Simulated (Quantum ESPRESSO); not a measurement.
## Kohn-Sham bands of TaRh3 (Cu3Au type)

```
TaRh3
1.0
    3.86978     0.00000     0.00000
    0.00000     3.86978     0.00000
    0.00000     0.00000     3.86978
Ta Rh
1 3
Direct
  0.00000   0.00000   0.00000
  0.00000   0.50000   0.50000
  0.50000   0.00000   0.50000
  0.50000   0.50000   0.00000
```

Materials Project entry mp-1020; symmetrised, unrelaxed at this level. COD (Crystallography Open Database) has an entry of this formula and space group (matched by these alone). Level: PBEsol, no spin polarisation, no spin-orbit coupling; pw.x of Quantum ESPRESSO at 71 Ry with PseudoDojo potentials, 4×4×4 k-points, Wannier90. Density: 12×12×12 mesh, cold smearing 0.01 Ry. Spin-orbit coupling is left out although heavy elements are present.

Question: List the Kohn-Sham levels between −8 and 3.0 eV relative to the Fermi level at the high-symmetry points, as a band run of pw.x on that density gives them (levels within 2 meV counted together).

Answer: 
```csv
point,k (reciprocal lattice),levels (eV)
Γ,0.000 0.000 0.000,"-6.15 (×2), -5.83, -5.54 (×3), -2.55 (×3), -0.52 (×2), 0.45, 0.97 (×3)"
X,0.000 0.500 0.000,"-5.94, -5.40, -4.67, -4.63, -4.41, -4.03, -3.54 (×2), -3.19 (×2), -1.92, -1.48, -1.41 (×2), -1.28, -0.20, 0.75 (×2), 0.97, 1.64, 2.08"
M,0.500 0.500 0.000,"-4.57, -4.18 (×2), -3.73, -3.70, -3.57, -3.35 (×2), -3.25 (×2), -3.03, -2.36, -1.90, -1.73 (×2), -1.20, -0.98, 1.40 (×2), 1.71, 2.96 (×2)"
R,0.500 0.500 0.500,"-6.14, -5.81 (×3), -3.05 (×3), -2.50 (×3), -2.23 (×2), 0.54 (×3), 0.68, 0.81 (×3), 2.78 (×3)"
```
